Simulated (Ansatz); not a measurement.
An element in the diamond structure gives these cold pressures by all-electron LAPW under LDA (Ansatz 0.2.0, scalar-relativistic, no spin polarisation).

```
V (Å³/atom)  P (GPa)
      48.19     0.03
      43.37     0.48
      38.55     1.20
      33.73     2.39
      28.91     4.45
      24.09     8.29
      19.27    16.40
```

**Question.** Which element is it?

**Answer.** Na. Its zero-pressure volume in this structure is near 48.2 Å³/atom; the volume and the steepness of P(V) together point to it, though neighbours can come close. Other candidates weren't computed, and some may come near.
